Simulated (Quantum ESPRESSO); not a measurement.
```
CrO3
1.0
    4.79176     0.00000    -0.00428
    0.00000     5.74640     0.00000
   -2.39242     0.00000     4.26595
O Cr
6 2
Cartesian
  1.53805   0.00000   3.29526
 -0.64237   0.00000   1.96105
  1.75117   2.87320   2.30097
  3.93098   2.87320   0.96539
 -0.57039   4.30973   4.26388
 -0.57039   1.43667   4.26388
  2.36314   2.87320   0.84701
 -0.02972   0.00000   3.41468
```

Cell and atoms were relaxed with PBE+D3(BJ) from Materials Project entry mp-510421, within its symmetry.

Problem. What does PBEsol (pw.x of Quantum ESPRESSO, ONCV potentials, scalar-relativistic) give for the electronic structure near the Fermi level?

Solution. The PBEsol gap is indirect, 2.04 eV, from R to 50 % of the way from Γ to X; the smallest direct gap is 2.10 eV. Another conduction extremum on the path lies within 0.02 eV, too close to call. The 3d shell has no Hubbard U; the runs are without spin polarisation, and magnetic order was not tried.

The structure is a Materials Project entry; no match was found in the copy of COD used, and its stability was not checked.
